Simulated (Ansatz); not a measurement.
**RbNa3Te2 (P-3m1) at 2 levels of theory**

One geometry, relaxed with PBE; plane waves with PAW potentials in Ansatz, scalar-relativistic. No spin polarisation. Gaps are the least over mesh and band path; pressure is positive in compression.

```
Rb Na Te
1.0
     5.25533    0.00000    0.00000
    -2.62766    4.55125    0.00000
     0.00000    0.00000    8.62709
Rb Na Te
1 3 2
Direct
  0.00000 0.00000 0.00000
  0.33333 0.66667 0.34062
  0.66667 0.33333 0.65938
  0.00000 0.00000 0.50000
  0.33333 0.66667 0.71581
  0.66667 0.33333 0.28419
```

```tsv
level	cutoff (eV)	k mesh	gap (eV)	pressure (GPa)
PBE	420	6×6×4	1.69	0.0
```

Task: What comes out on the same cell with PBEsol?

Result:
```tsv
level	cutoff (eV)	k mesh	gap (eV)	pressure (GPa)
PBEsol	420	6×6×4	1.61	-0.8
```

Spin-orbit coupling matters for the bands of heavy elements and is left out.

The cell was found from a structure generator's guess, not taken from experiment.
